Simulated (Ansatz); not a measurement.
Relaxed-ion elastic tensor of TePb (rock salt, Fm-3m) in GPa (Voigt order), LDA in the plane-wave PAW code Ansatz; density 8.56 g/cm³, 32.47 Å³ per atom.

```
 137   4.8   4.8   0.0   0.0   0.0
 4.8   137   4.8   0.0   0.0   0.0
 4.8   4.8   137   0.0   0.0   0.0
 0.0   0.0   0.0  15.8   0.0   0.0
 0.0   0.0   0.0   0.0  15.8   0.0
 0.0   0.0   0.0   0.0   0.0  15.8
```

Problem. Is the crystal mechanically stable?

Solution. Yes: the smallest eigenvalue of C is 15.8 GPa.

Problem. Work out the Voigt, Reuss and Hill averages.

Solution. K_V = 48.9, K_R = 48.9, K_H = 48.9; G_V = 35.9, G_R = 22.7, G_H = 29.3 GPa.

Problem. Give Young's modulus, Poisson's ratio, Pugh's ratio and the universal anisotropy index.

Solution. E = 9KG/(3K + G) = 73.2 GPa; ν = 0.25; K/G = 1.67 (near the Pugh limit of 1.75, no verdict); A_U = 5G_V/G_R + K_V/K_R − 6 = 2.92.

Problem. Estimate the sound speeds and the Debye temperature.

Solution. v_l = √((K + 4G/3)/ρ) = 3200 m/s, v_t = √(G/ρ) = 1850 m/s, mean 2050 m/s; Θ = (h/k)(3n/4πV)^(1/3) v_m = 192 K.

Problem. Give the Zener ratio and Young's modulus along [100], [110] and [111].

Solution. A = 2C44/(C11 − C12) = 0.24; 1/E = S11 − 2(S11 − S12 − S44/2)Γ with Γ = 0, 1/4, 1/3 gives 137, 51.6, 42.7 GPa.

Problem. Solve the Christoffel equation for the three sound speeds along [100], [110], [111].

Solution. Eigenvalues of C_ijkl n_j n_l equal ρv². In km/s, slowest first: [100] 1.36, 1.36, 4.00; [110] 1.36, 2.78, 3.18; [111] 2.40, 2.40, 2.86.

Symmetry was held in the LDA relaxation; of distortions, only those at the zone centre were tested. Spin–orbit coupling is left out wherever it is not named.

Potentials: the later of the program's two PAW sets.
